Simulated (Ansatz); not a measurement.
Y2GeRh3 in space group R-3m (No. 166; Y on 6c, Ge on 3a, Rh on 9d), DFT-r²SCAN in the program Ansatz with PAW potentials, all energies at zero smearing, with the estimated change up to a 700 eV cutoff added, with one set of potentials and settings (totals compare only within such a set). Cell of 6 atoms (2 Y, 1 Ge, 3 Rh): -31273.783 eV.

| element | reference phase | E (eV/atom) |
|---|---|---|
| Y | P6_3/mmc, 2 atoms in the cell | -3859.7073 |
| Ge | Fd-3m, 2 atoms in the cell | -4302.9041 |
| Rh | Fm-3m, 1 atoms in the cell | -6415.2735 |

Formation energy per atom, worked out: (-31273.783 − 2×(-3859.7073) − 1×(-4302.9041) − 3×(-6415.2735))/6 = -0.941 eV/atom (-91 kJ per mol of atoms), at 0 K, without zero-point energy or fitted corrections.

The first step of the workflow began from a Materials Project structure, measured or hypothetical; the Crystallography Open Database copy checked does not list it. Its standing as an ambient phase is unchecked. The cell was relaxed with r²SCAN under the symmetry of its start; whether a distortion lowers the energy is not shown. No spin polarisation was allowed. The references are the lowest solids computed at this level, not always the standard phases.

Potentials: the later of the program's two PAW sets.
